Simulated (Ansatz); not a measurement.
Level of theory: DFT, PBEsol, plane waves (420 eV) with PAW, scalar-relativistic (Ansatz 0.2.0). (PAW data from PBE, frozen cores regenerated.)

An element in the bcc structure gives this curve. The cell is scaled uniformly from the relaxed one, with fractional coordinates and shape fixed. Energies are extrapolated to zero smearing, pressures are those at the given smearing. Magnetic state: spin not included.

```json
{"V (Å³/atom)": "25.168", "E − E₀ (meV/atom)": "60.7", "P (GPa)": "6.55"}
{"V (Å³/atom)": "26.312", "E − E₀ (meV/atom)": "24.5", "P (GPa)": "3.80"}
{"V (Å³/atom)": "27.456", "E − E₀ (meV/atom)": "5.6", "P (GPa)": "1.67"}
{"V (Å³/atom)": "28.601", "E − E₀ (meV/atom)": "0.0", "P (GPa)": "0.02"}
{"V (Å³/atom)": "29.745", "E − E₀ (meV/atom)": "4.8", "P (GPa)": "-1.25"}
{"V (Å³/atom)": "30.889", "E − E₀ (meV/atom)": "17.6", "P (GPa)": "-2.23"}
{"V (Å³/atom)": "32.033", "E − E₀ (meV/atom)": "36.5", "P (GPa)": "-2.99"}
```

Problem. Which element is it?
A. antimony
B. thallium
C. tellurium
D. lead

Solution. B. Its fit is V₀ = 28.59 Å³/atom, B₀ = 36 GPa, B₀′ = 5.4.
